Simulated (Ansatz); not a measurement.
AlN (zinc blende, F-43m), PBE in the plane-wave PAW code Ansatz. The conduction-band minimum lies at X, with 3 equivalent valleys. Second derivatives d²E/dk² of the lowest band at one valley (eV·Å²), along Cartesian directions:

| direction | d²E/dk² |
|---|---|
| [100] | 14.42 |
| [010] | 23.34 |
| [001] | 23.34 |
| [110] | 18.88 |
| [101] | 18.88 |
| [011] | 23.33 |

Task: Find the principal effective masses, the density-of-states mass and the conductivity mass.

Result: Off-diagonal terms follow from H_xy = H[110] − (H_xx + H_yy)/2, and m*/mₑ = 7.620 eV·Å² over each eigenvalue: 0.33, 0.33, 0.53. One valley's DOS mass (m₁m₂m₃)^(1/3) = 0.38, conductivity mass 3/(Σ 1/mᵢ) = 0.37 mₑ.

Task: What effective density of states Nc follows at 300 K for parabolic valleys?

Result: Nc = 2.509e19 × 3 × (0.38)^(3/2) ≈ 1.8e19 cm⁻³.

Task: With the computed static dielectric constant 8.66 (mean of the diagonal), estimate a hydrogenic donor's binding energy and radius.

Result: E = 13.606 eV × 0.37/8.66² ≈ 67 meV; a = 0.529 Å × ε/m* ≈ 12 Å. Semilocal masses tend to be too small where the gap is.

Task: With ε∞ = 4.62 and ω_LO = 868 cm⁻¹, what Fröhlich coupling constant follows?

Result: α = (1/ε∞ − 1/ε0) √(m* × 13.606 eV/ħω_LO) = 0.69.

The cell was relaxed with PBE under the symmetry of its start; phonons on a q-mesh show no instability.

Potentials: the later of the program's two PAW sets.
